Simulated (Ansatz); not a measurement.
CoSn:
```yaml
crystal:
  lattice:
    - [5.29514, 0.00000, 0.00000]
    - [-2.64757, 4.58572, 0.00000]
    - [0.00000, 0.00000, 4.23288]
  atoms:
    - { symbol: Co, position: [0.50000, 0.00000, 0.00000] }
    - { symbol: Co, position: [0.50000, 0.50000, 0.00000] }
    - { symbol: Co, position: [0.00000, 0.50000, 0.00000] }
    - { symbol: Sn, position: [0.00000, 0.00000, 0.00000] }
    - { symbol: Sn, position: [0.33333, 0.66667, 0.50000] }
    - { symbol: Sn, position: [0.66667, 0.33333, 0.50000] }
```

Relaxed with PBE. Special points in fractions of this cell's reciprocal vectors: Γ (0.000, 0.000, 0.000); M (0.500, 0.000, 0.000); K (0.333, 0.333, 0.000); A (0.000, 0.000, 0.500); L (0.500, 0.000, 0.500); H (0.333, 0.333, 0.500).

Task: List the band energies nearest the Fermi level at these points for PBE in the plane-wave PAW code Ansatz.

Result: In eV from the Fermi level; about four levels below and three above (degenerate sets whole), none deeper than 8.9 eV; points with the same levels are listed once.

```tsv
k	below	above
Γ	-0.43 -0.43 -0.39 -0.39	0.51 0.59 1.36 1.36
M	-0.92 -0.63 -0.41 -0.40	0.72 0.99 1.63
K	-0.96 -0.96 -0.58 -0.17	1.05 1.32 1.32
A	-0.48 -0.48 -0.39 -0.39 -0.13	0.52 1.20 1.55
L	-0.48 -0.43 -0.39 -0.14	0.44 1.24 3.90
H	-0.60 -0.60 -0.48 -0.12	1.29 3.33 3.33
```

Space group P6/mmm. The cell was relaxed with PBE under the symmetry of its start. The workflow began spin-polarised and lost its moments. Scalar-relativistic: spin–orbit coupling is off unless named, which matters more the heavier the elements.

Potentials: the later of the program's two PAW sets.
